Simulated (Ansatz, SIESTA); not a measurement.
Given: the input of a run of Ansatz 0.2.0 on SnTe3. The cell comes from a database or a generator and needn't be the stable form of this composition.

File input.yaml:

```yaml
crystal:
  lattice:
    - [0.0, 3.861219, 3.861219]
    - [3.861219, 0.0, 3.861219]
    - [3.861219, 3.861219, 0.0]
  atoms:
    - { symbol: Te, position: [0.5, 0.5, 0.5] }
    - { symbol: Te, position: [0.75, 0.75, 0.75] }
    - { symbol: Te, position: [0.25, 0.25, 0.25] }
    - { symbol: Sn, position: [0.0, 0.0, 0.0] }
hamiltonian:
  xc: pbe
  pseudopotentials: { kind: paw }
kpoints:
  mp_grid: { grid: [6, 6, 6] }
scf:
  occupations: { method: fermi_dirac, width: 0.05 }
output:
  forces: true
  stress: true
  eigenvalues: true
```

Potentials or basis: Ansatz PAW.

Launch:

```console
$ ansatz run input.yaml --threads 2 --pin off --max-ram 5120MiB --backend cpu --events-out ev --progress --plain --runs-dir out
```

Q: Set up the same calculation for SIESTA 5.4.2. Potentials or basis there: files PseudoDojo sr-pbe-0.4.1-standard, DZP (energy shift 0.003 Ry; two zetas on semicore shells).

A: As run (cutoffs and basis follow the program's own potentials, and thresholds, step limits or extra output files can differ):

File SnTe3.fdf:

```
SystemName                      SnTe3
SystemLabel                     SnTe3
NumberOfSpecies                 2
NumberOfAtoms                   4
%block ChemicalSpeciesLabel
  1  52 Te
  2  50 Sn
%endblock ChemicalSpeciesLabel

LatticeConstant                 1.0 Ang
%block LatticeVectors
     0.0000000000     3.8612190000     3.8612190000
     3.8612190000     0.0000000000     3.8612190000
     3.8612190000     3.8612190000     0.0000000000
%endblock LatticeVectors
AtomicCoordinatesFormat         Fractional
%block AtomicCoordinatesAndAtomicSpecies
     0.5000000000     0.5000000000     0.5000000000  1  Te
     0.7500000000     0.7500000000     0.7500000000  1  Te
     0.2500000000     0.2500000000     0.2500000000  1  Te
     0.0000000000     0.0000000000     0.0000000000  2  Sn
%endblock AtomicCoordinatesAndAtomicSpecies

%block kgrid.MonkhorstPack
    6   0   0  0.0
    0   6   0  0.0
    0   0   6  0.0
%endblock kgrid.MonkhorstPack
XC.Functional                   GGA
XC.Authors                      PBE
PAO.BasisSize                   DZP
PAO.EnergyShift                 0.003 Ry
Mesh.Cutoff                     500 Ry
OccupationFunction              FD
ElectronicTemperature           0.05 eV
MaxSCFIterations                120
SCF.MustConverge                false
SCF.Mixer.Method                Pulay
SCF.Mixer.Weight                0.25
SCF.Mixer.History               8
SCF.DM.Tolerance                5.0e-05
SCF.H.Tolerance                 1.0e-03 eV
WriteForces                     true
Charge.Mulliken                 end
%block PAO.Basis
  Te 4
  n=5 0 2
    5.635 0.000
  n=5 1 2
    7.297 0.000
  n=4 2 2
    3.260 0.000
  n=5 2 1
    7.297
  Sn 4
  n=5 0 2
    6.432 0.000
  n=5 1 2
    8.686 0.000
  n=4 2 2
    3.759 0.000
  n=5 2 1
    8.686
%endblock PAO.Basis
```

Potentials or basis: PseudoDojo 0.4 standard (PBE files), converted to PSML, two zetas on semicore shells, DZP (energy shift 0.003 Ry; two zetas on semicore shells).

Launch:

```console
$ siesta < SnTe3.fdf > SnTe3.out 2>&1
```

Both were run:

|  | Ansatz | SIESTA |
| --- | --- | --- |
| Pressure | 0.1 GPa | 1.4 GPa |

Ansatz's pressure holds a Pulay term of +0.03 GPa for its cutoff of 420 eV, which the other run lacks.

Where Ansatz's input types no cutoff or centring, it takes its own default and a Γ-centred mesh.

Pressure is positive in compression.
